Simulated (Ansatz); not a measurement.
Method: PBEsol, no spin polarisation; PAW, plane waves to 420 eV, 6×6×3 Γ-centred mesh, gaussian occupations (width 0.029 eV) (Ansatz 0.2.0), atoms fixed.

Computed maps in the lattice plane spanned by a (left to right, 4.33 Å, 13 points from zero) and c (bottom to top, 8.59 Å, 26 points from zero), 90° apart, at height 0.385 along b. The fields are smooth PAW ones with compensation charges, not the true ones near nuclei.

Valence density. Digits on a logarithmic scale: 0 up to 0.03 e/Å³, each further digit a factor of 1.6, 9 from 1.3 e/Å³ up:
```
4677642111112
5788753222223
5788753222223
4666643233323
3455432333332
2222222344432
2111123344433
2111123455543
3211234677764
4222245899985
4333347999997
5433457999997
5444456999997
5555556799976
5677655667665
6999965555555
8999986544455
9999996444446
8999985444445
6999965433345
5677654322234
3444432222222
2233222111112
1222211100011
2333321000001
3455432100011
```

ELF. Ten even steps from '0' (0.03) to '9' (0.87):
```
4899840001000
5999951012101
5899850023200
2788720123210
0244200133310
0000001344431
0000002444442
1000013333333
1100112223222
1100112355532
1111112578752
1111112589852
2222222468642
2222222345432
2122123222223
2477422322232
4766742332332
5711752333332
4866842333332
2677622333332
1233212333332
2222222322232
1111112221222
0000000111110
0011000000000
1466410001000
```

Problem. The cell is RbAg3W2. Which atoms lie within 0.2 Å of this plane, and where (fractions of a and c)?

Solution. Ag at (0.69, 0.54), W at (0.20, 0.30). The whole cell:
```yaml
crystal:
  lattice:
    - [0.00000, 4.32521, 0.00000]
    - [8.21856, -2.16261, 0.00000]
    - [3.36025, 0.00000, -7.90091]
  atoms:
    - { symbol: Ag, position: [0.69250, 0.38500, 0.54200] }
    - { symbol: Ag, position: [0.30750, 0.61500, 0.45800] }
    - { symbol: W, position: [0.52040, 0.04080, 0.77350] }
    - { symbol: W, position: [0.47960, 0.95920, 0.22650] }
    - { symbol: W, position: [0.20180, 0.40360, 0.29910] }
    - { symbol: W, position: [0.79820, 0.59640, 0.70090] }
    - { symbol: Ag, position: [0.06220, 0.12440, 0.59220] }
    - { symbol: Ag, position: [0.93780, 0.87560, 0.40780] }
    - { symbol: Rb, position: [0.13470, 0.26940, 0.95350] }
    - { symbol: Rb, position: [0.86530, 0.73060, 0.04650] }
    - { symbol: Ag, position: [0.58780, 0.17560, 0.37450] }
    - { symbol: Ag, position: [0.41220, 0.82440, 0.62550] }
```

Origin: a known structure type with other elements, at an estimated volume, so it need not be a known compound. Caveats: many states at the Fermi level without spin polarisation, so a magnetic state may lie lower; atoms or cell far from equilibrium.
